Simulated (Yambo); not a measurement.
A G0W0@PBEsol run in Yambo for KBr (rock salt, space group Fm-3m, No. 225) (4×4×4 Γ-centred k mesh, 196 bands and a 7 Ry block in the screening, 196 bands in G with the Bruneval-Gonze terminator, plasmon pole fitted at 27.2 eV) gives these matrix elements, in eV, at the band edges (Γ → Γ):

```tsv
state	E0	<Vxc>	<Σx>	<Σc(E0)>	Z
valence edge	0.000	-12.626	-16.440	1.554	0.825
conduction edge	4.176	-6.957	-3.221	-2.900	0.871
```

Solve the linearised quasiparticle equation for both states, give the gap, and say how exchange and correlation each act on it.

E = E0 + Z(Σx + Σc − Vxc). Valence: 0.000 + 0.825 × (-16.440 + (1.554) − (-12.626)) = -1.87 eV. Conduction: 4.176 + 0.871 × (-3.221 + (-2.900) − (-6.957)) = 4.91 eV. The gap is 6.77 eV, against 4.18 eV in PBEsol. Replacing Vxc by bare exchange alone would open it by 7.55 eV; correlation takes back 4.45 eV of that, and Z scales what is left. Nearest settings tried, and what they do to the gap: 124 bands in W, 124 bands in G: -38 meV; 3 Ry block (59 vectors against 181): -237 meV. Not varied: mesh. So the settings aren't converged at that level. 

Spin-orbit coupling is included.

Geometry relaxed with PBEsol; primitive cell a = 4.631 Å, b = 4.631 Å, c = 4.631 Å, α = 60.00°, β = 60.00°, γ = 60.00°.
